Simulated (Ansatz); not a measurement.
A distorted cell of TiN (rock salt):

```xyz
2
Lattice="0.0000 2.1651 2.1651 2.1651 0.0000 2.1651 2.1651 2.1651 0.0000" Properties=species:S:1:pos:R:3 pbc="T T T"
N      0.0000     0.0000     0.0000
Ti     2.1651     2.1651     2.1651
```

Level of theory: PBE (plane waves to 420 eV, PAW, scalar-relativistic; Ansatz, a first-principles code). k mesh 19×19×19 (Γ-centred), Fermi-Dirac smearing 0.05 eV. The energy includes the smearing's −TS. Compression counts positive. TiN is run without spin polarisation. TiN was relaxed with its symmetry unable to fall.

Question: Give the stress tensor in GPa and the pressure.

Answer: 
```
  -14.2      0.0      0.0
    0.0    -14.2      0.0
    0.0      0.0    -14.2
```
The pressure, a third of the trace, is -14.2 GPa.

Question: It is the relaxed cell scaled evenly to V/V₀ = 1.060, atoms relaxed where free. What is its energy relative to the relaxed cell?

Answer: 27 meV/atom.

(A scan under strain: stresses follow from slopes of the energy per volume, elastic moduli from its curvatures.)
